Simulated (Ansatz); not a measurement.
From the elastic tensor of PIr₂ at 3 GPa (stress–strain coefficients) to moduli and sound speeds

Level of theory: DFT LDA, scalar-relativistic, plane waves, PAW in Ansatz. Plane waves to 420 eV; Γ-centred k mesh 14×14×14; Fermi-Dirac smearing of 0.15 eV. No spin polarisation.

The structure is cubic, space group Fm-3m (No. 225). The conventional cell has a = 5.489 Å, b = 5.489 Å, c = 5.489 Å, α = 90.00°, β = 90.00°, γ = 90.00°. P (site symmetry m-3m) has 8 Ir at 2.38 Å as nearest neighbours. Around Ir (site symmetry -43m) lie 4 P at 2.38 Å.

In a metal, frequencies and elastic constants depend on the k mesh and the smearing, soft modes and shear constants most. Spin–orbit coupling is left out, which can shift energies with elements as heavy as these.

Relaxed-ion constants (GPa, on the Cartesian axes of the calculation):
C11 = 670.0, C12 = 161.5, C13 = 161.5, C22 = 670.0, C23 = 161.5, C33 = 670.0, C44 = 57.7, C55 = 57.7, C66 = 57.7 GPa; the others vanish.

Density 16.680 g/cm³; 3 atoms in 41.36 Å³.

The values that follow are for a polycrystal of randomly turned grains, by Hill's mean where one number stands. In a crystal this anisotropic the Voigt and Reuss bounds lie far apart, so Hill's mean and the sound speeds and Debye temperature from it are rough.

With S = C⁻¹: B_V = (C11+C22+C33+2(C12+C13+C23))/9, G_V = (C11+C22+C33−C12−C13−C23+3(C44+C55+C66))/15, 1/B_R = S11+S22+S33+2(S12+S13+S23), 15/G_R = 4(S11+S22+S33−S12−S13−S23)+3(S44+S55+S66); Hill is their mean. Then v_l = √((B+4G/3)/ρ), v_t = √(G/ρ), v_m = [(2/v_t³+1/v_l³)/3]^(−1/3) and Θ = (ħ/k_B)·v_m·(6π²n/V)^(1/3) for n atoms in the volume V; E = 9BG/(3B+G), ν = (3B−2G)/(2(3B+G)) and A^U = 5G_V/G_R + B_V/B_R − 6.

| Item | Value |
| --- | --- |
| Bulk modulus, Voigt / Reuss / Hill | 331.0 / 331.0 / 331.0 GPa |
| Shear modulus, Voigt / Reuss / Hill | 136.3 / 83.6 / 110.0 GPa |
| Young's modulus | 297 GPa |
| Poisson ratio | 0.350 |
| Pugh ratio B/G | 3.01 |
| Universal anisotropy index | 3.16 |
| Longitudinal and transverse sound speeds | 5351 and 2568 m/s |
| Debye temperature from the mean sound speed | 358 K |

Cost: 1 run of about 4.7 core-minutes, on Arm Neoverse N1 (shared hosts).